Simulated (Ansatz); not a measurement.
## AlNi: from a starting cell to a relaxed one

The start is a relaxed AlNi cell, doubled along one cell vector, shaken by Gaussian noise of σ = 0.08 Å a coordinate. A full variable-cell relaxation at zero pressure is run with PBE (plane waves to 420 eV, PAW, scalar-relativistic; Ansatz, a program for electronic structure). The first steps use a coarse 5×14×14 k-mesh.

The start:
```
AlNi
1.0
   -2.65856     4.12876     4.95520
    1.32928    -2.06438     2.47760
    1.32928     2.06438    -2.47760
Ni Al
2 2
Direct
  0.01878   0.94901   0.98384
  0.50333   0.98578   0.00489
  0.23809   0.46178   0.97520
  0.73245   0.42595   0.89190
```

Question: How large is the pressure on the unrelaxed cell, and of which sign?

Answer: +3.2 GPa (positive: the cell is compressed).

Question: Which atoms feel the largest initial force, and how large is it?

Answer: 1.98 eV/Å, on Al4 (atoms numbered as listed).

Question: By how much does the energy per atom fall from start to end?

Answer: 0.29 eV/atom.

Question: How does the volume per atom move from start to end?

Answer: -7.3 %, from 13.60 to 12.60 Å³/atom.

Question: Is the parent structure recovered?

Answer: It does not go back: it reaches R-3m (No. 166), AFLOW prototype AB_hR2_166_a_b (L1_1, as in CuPt), 0.21 eV/atom below the parent.

Question: How do the shortest distances between atoms change?

Answer: The closest pairs of elements (up to four, under 3.6 Å), start → end: Al–Ni 2.20 → 2.51 Å; Ni–Ni 2.66 → 2.73 Å; Al–Al 2.66 → 2.73 Å.

Question: Is the relaxed structure metallic? Give its gap.

Answer: Zero (metallic).

Question: What does it relax into? Give the structure.

Answer: 
```cif
data_Al3Ni3
_chemical_formula_sum 'Ni3 Al3'
_space_group_name_H-M_alt 'R-3m :H'
_space_group_IT_number 166
_space_group_name_Hall '-R 3 2"'
_cell_length_a 2.73076
_cell_length_b 2.73076
_cell_length_c 11.70863
_cell_angle_alpha 90.000
_cell_angle_beta 90.000
_cell_angle_gamma 120.000
loop_
_atom_site_label
_atom_site_type_symbol
_atom_site_symmetry_multiplicity
_atom_site_Wyckoff_symbol
_atom_site_fract_x
_atom_site_fract_y
_atom_site_fract_z
_atom_site_occupancy
Ni1 Ni 3 b 0.00000 0.00000 0.50000 1
Al1 Al 3 a 0.00000 0.00000 0.00000 1
```
(The calculation used a cell of 2 atoms; values per cell refer to that cell.)

Final values are on a 20×20×20 k-mesh of the relaxed cell. No spin polarisation in the result. A magnetic state may lie lower.

The relaxed structure here is a generated cell of AlNi: the first start was made by placing the elements on the sites of a structure type, and the end was not matched to a known phase here, so it may be hypothetical. Known forms of AlNi include space group No. 221.
